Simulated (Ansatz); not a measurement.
Values for one crystal, relaxed and computed with LDA (plane waves, PAW; program Ansatz); other levels are named.

Volume per atom: 10.90 Å³
Electronic character: metallic (no gap)
Poisson's ratio: 0.25
Hill bulk and shear moduli: 207 and 125 GPa
Vibrational entropy at 300 K: 20.6 J/(K·mol of atoms)
Zone-centre stability: no imaginary mode at Γ
Debye temperature from the elastic constants: 652 K

**Question.** Which compound is it?
A) ZrIr, Cmcm (Zr on 4c, Ir on 4c)
B) AlRu, CsCl type
C) AlCo, CsCl type
D) ZnCu, CsCl type

**Answer.** C, AlCo, CsCl type

Space group Pm-3m (CsCl type). The cell was relaxed with LDA under the symmetry of its start. No spin polarisation was allowed. As this level gives no gap, shear constants depend on the k-mesh and smearing (Fermi–Dirac, 0.1 eV here).

Potentials: the earlier of the program's two PAW sets. The files were generated under PBE; for other functionals the program regenerates the frozen cores, and for LDA and PBEsol the local potential too.
